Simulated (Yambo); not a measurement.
Yambo run on NiZnF6 (space group R-3, No. 148). The wavefunctions come from this Quantum ESPRESSO step (PBEsol, PseudoDojo standard norm-conserving files, scalar-relativistic):

```
&CONTROL
  calculation = 'nscf'
  pseudo_dir = './pseudo'
  outdir = './out'
/
&SYSTEM
  ibrav = 0
  nat = 8
  ntyp = 3
  ecutwfc = 98.0
  ecutrho = 392.0
  occupations = 'fixed'
  force_symmorphic = .true.
  nbnd = 153
/
&ELECTRONS
  conv_thr = 8e-09
  diago_full_acc = .true.
  diago_thr_init = 1e-08
/
ATOMIC_SPECIES
F 18.9984 F.upf
Ni 58.6934 Ni.upf
Zn 65.3800 Zn.upf
CELL_PARAMETERS angstrom
  2.424830052000   1.399976283000   4.365553000000
 -2.424830052000   1.399976283000   4.365553000000
  0.000000000000  -2.799952567000   4.365553000000
ATOMIC_POSITIONS crystal
F   0.630050000000   0.902603000000   0.230320000000
F   0.369950000000   0.097397000000   0.769680000000
F   0.902603000000   0.230320000000   0.630050000000
F   0.097397000000   0.769680000000   0.369950000000
F   0.230320000000   0.630050000000   0.902603000000
F   0.769680000000   0.369950000000   0.097397000000
Ni   0.000000000000   0.000000000000   0.000000000000
Zn   0.500000000000   0.500000000000   0.500000000000
K_POINTS automatic
4 4 4 0 0 0
```

Yambo input:

```
rim_cut
gw0
dyson
el_el_corr
HF_and_locXC
ppa
em1d
RandQpts= 1000000
RandGvec= 1 Ry
EXXRLvcs= 98 Ry
VXCRLvcs= 392 Ry
Chimod= "HARTREE"
% BndsRnXp
 9 | 151 |
%
NGsBlkXp= 7 Ry
% LongDrXp
 1.0 | 1.0 | 1.0 |
%
PPAPntXp= 27.2114 eV
% GbndRnge
 1 | 151 |
%
GTermKind= "BG"
DysSolver= "n"
ExtendOut
% QPkrange
 1 | 1 | 40 | 41 |
 3 | 3 | 40 | 41 |
 7 | 7 | 40 | 41 |
 13 | 13 | 40 | 41 |
%
```

k points by index: 1 = Γ, 3 = L, 7 = F, 13 = Z.

Table of the .qp output:

```
#    K-point    Band    Eo [eV]    E [eV]    E-Eo [eV]    Vxc [eV]    Vnlxc [eV]    Sc|Eo [eV]    Sc|E [eV]    dSc/dw|Eo [eV]    Re(Z)    Im(Z)
#
    1    40    -0.214845    -0.924024    -0.709179    -28.88918    -37.34561    7.478898    7.747257    -10.29294    0.725547    -0.002111
    1    41    1.653290    2.759570    1.106281    -29.73579    -25.31838    -2.889616    -3.311134    -10.36566    0.724135    -0.003185
    3    40    -0.156616    -0.873274    -0.716658    -28.29091    -37.17445    7.891761    8.166884    -10.44220    0.722671    -0.002076
    3    41    1.161876    2.340166    1.178290    -29.07438    -24.31502    -3.138498    -3.581067    -10.21912    0.726977    -0.002309
    7    40    0.000000    -0.729418    -0.729418    -28.59469    -37.41206    7.811478    8.087952    -10.31027    0.725213    -0.001955
    7    41    1.081591    2.125876    1.044285    -28.73349    -24.82631    -2.475395    -2.862893    -10.09591    0.729379    -0.002072
    13    40    -0.355438    -1.009705    -0.654267    -28.57632    -37.35353    7.866465    8.122941    -10.66167    0.718482    -0.002364
    13    41    1.231555    2.411428    1.179873    -29.14437    -24.44146    -3.078044    -3.523042    -10.26126    0.726158    -0.002495
```
(The two width columns are left out.) Convergence of these settings isn't established.

Geometry of the Materials Project entry, not relaxed at this level.

The structure is a Materials Project entry; no match was found in the copy of COD used, and its stability was not checked.

The runs are not spin-polarised; magnetic order was not tried.
